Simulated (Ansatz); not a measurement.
Simulated powder pattern, Cu Kα, λ = 1.54184 Å (kinematic, ideal powder, no thermal factors, no anomalous dispersion; the 30 strongest lines at most, above 1 %, up to 2θ = 90°):

```
2θ (°)  d (Å)  I/Imax (%)
------  -----  ----------
15.59   5.684         7.6
31.48   2.842          72
35.31   2.542         100
45.12   2.009          24
48.02   1.895         1.2
56.05   1.641          26
58.56   1.576          32
65.71   1.421          30
68.01   1.378          14
74.69   1.271         9.1
76.86   1.240         1.6
85.40   1.137          10
```

The pattern belongs to a structure relaxed with PBEsol in the plane-wave PAW code Ansatz.

Problem. Pick the material that matches.
A. FeBiO3, Ima2 (Bi on 4b, Fe on 4a, O on 8c, O on 4b)
B. CdGaNO, P3m1 (Ga on 1b, Cd on 1c, O on 1b, N on 1c)
C. AlBN2, P3m1 (B on 1b, N on 1b, Al on 1c, N on 1c)
D. Ta2BN, R-3m (Ta on 6c, N on 3b, B on 3a)

Solution. B, CdGaNO, P3m1 (Ga on 1b, Cd on 1c, O on 1b, N on 1c)

Problem. Give the lattice parameters.

Solution. a = 3.281 Å, c = 5.684 Å.

The start of the workflow was typed in or built on a structure type; neither database checked (COD, Materials Project) lists it. Its standing as an ambient phase is unchecked. The PBEsol relaxation kept the symmetry of its start; whether a distortion lowers the energy is not shown.

Potentials: the earlier of the program's two PAW sets. The files were generated under PBE; for other functionals the program regenerates the frozen cores, and for LDA and PBEsol the local potential too.
